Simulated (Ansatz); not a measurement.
W2C:
```
W2C
1.0
    3.03446     0.00000     0.00000
   -1.51723     2.62792     0.00000
    0.00000     0.00000     4.64353
C W
1 2
Direct
  0.00000   0.00000   0.00000
  0.33333   0.66667   0.25380
  0.66667   0.33333   0.74620
```

Relaxed with PBEsol. Special points in fractions of this cell's reciprocal vectors: Γ (0.000, 0.000, 0.000); M (0.500, 0.000, 0.000); K (0.333, 0.333, 0.000); A (0.000, 0.000, 0.500); L (0.500, 0.000, 0.500); H (0.333, 0.333, 0.500).

### Question
List the band energies nearest the Fermi level at these points for the program Ansatz at the PBEsol with spin–orbit coupling level (PAW).

### Answer
In eV from the Fermi level; about four levels below and three above (degenerate sets whole), none deeper than 8.9 eV; points with the same levels are listed once.

| k | below | above |
|---|---|---|
| Γ | -0.99 -0.99 -0.81 -0.81 | 0.56 0.56 0.57 0.57 |
| M | -3.51 -3.51 -1.82 -1.82 | 1.44 1.44 2.33 2.33 |
| K | -3.68 -3.68 -3.61 -3.61 | 0.95 0.95 1.00 1.00 |
| A | -2.58 -2.58 -2.18 -2.18 | 1.05 1.05 1.23 1.23 |
| L | -2.50 -2.50 -0.45 -0.45 | 0.24 0.24 2.13 2.13 |
| H | -2.78 -2.78 -0.47 -0.47 | 0.58 0.58 0.58 0.58 |

Space group P-3m1. The cell was relaxed with PBEsol under the symmetry of its start. The run is not spin-polarised.

Potentials: the later of the program's two PAW sets.
